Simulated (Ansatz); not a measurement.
Here is the system:

VBiO4:
```cif
data_Bi2O8V2
_chemical_formula_sum 'Bi2 V2 O8'
_space_group_name_H-M_alt 'P 1'
_space_group_IT_number 1
_cell_length_a 6.93052
_cell_length_b 6.93052
_cell_length_c 6.93052
_cell_angle_alpha 136.234
_cell_angle_beta 136.234
_cell_angle_gamma 63.619
loop_
_space_group_symop_operation_xyz
  'x, y, z'
loop_
_atom_site_label
_atom_site_type_symbol
_atom_site_fract_x
_atom_site_fract_y
_atom_site_fract_z
_atom_site_occupancy
Bi1 Bi 0.75000 0.25000 0.50000 1
Bi2 Bi 0.00000 0.00000 0.00000 1
V1 V 0.25000 0.75000 0.50000 1
V2 V 0.50000 0.50000 0.00000 1
O1 O 0.57723 0.96644 0.88750 1
O2 O 0.71644 0.32894 0.88921 1
O3 O 0.07894 0.68973 0.11250 1
O4 O 0.43973 0.82723 0.11079 1
O5 O 0.17277 0.28356 0.61250 1
O6 O 0.03356 0.92106 0.61079 1
O7 O 0.67106 0.56027 0.38750 1
O8 O 0.31027 0.42277 0.38921 1
```

This is the PBE-relaxed structure.

### Question
All from PBE (plane waves, PAW; program Ansatz), unless another level is named. Estimate the electron effective mass.

### Answer
0.60, 1.2, 5.4 mₑ (principal values).

### Question
What about the hole effective mass?

### Answer
0.63, 1.6, 4.6 mₑ (principal values).

Space group I4_1/a. The cell was relaxed with PBE under the symmetry of its start. The workflow began spin-polarised and lost its moments. No Hubbard U is applied. Scalar-relativistic: spin–orbit coupling is off unless named, which matters more the heavier the elements.

Potentials: the later of the program's two PAW sets.

Edges and masses are those of Kohn–Sham bands, whose gap is no quasiparticle gap.
